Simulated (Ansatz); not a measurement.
# Notes on Na

```yaml
crystal:
  lattice:
    - [2.70489, 0.00000, 0.00000]
    - [1.35245, -2.79052, 0.00000]
    - [0.00000, 0.00000, -4.68972]
  atoms:
    - { symbol: Na, position: [0.10228, 0.79544, 0.75000] }
    - { symbol: Na, position: [0.89772, 0.20456, 0.25000] }
```

The numbers come from plane-wave PAW DFT (Ansatz): PBEsol, no spin polarisation, 420 eV, 14×14×7 Γ-centred k points, fermi-dirac occupations (width 0.0183 eV). Nothing was relaxed.

Question: Is the cell too large or too small?

Answer: The pressure is 21.6 GPa (compression positive), so with the atoms held at these fractions the cell would first expand. The principal stresses 19.4, 22.5, 23.0 GPa differ, so its shape would change too.

Question: Describe some of the short contacts.

Answer: Na–Na at 2.61 Å: least valence density 0.07 e/Å³ and ELF 0.06 there. Both are smooth PAW fields, read partly inside the augmentation spheres.

Question: Which atom feels the largest force, and which way?

Answer: The largest is on Na2 (and as large on other atoms): 0.26 eV/Å, components (0.00, -0.26, 0.00). It makes 116° with the line to a nearest neighbour, Na1 at 2.61 Å.

Question: Metal or insulator?

Answer: It is a metal, with about 0.65 states/eV a cell as the mean within 0.25 eV of the Fermi level, mostly Na s (81 %).

Origin: a known structure type with other elements, at an estimated volume, so it need not be a known compound. Caveats: atoms or cell far from equilibrium.
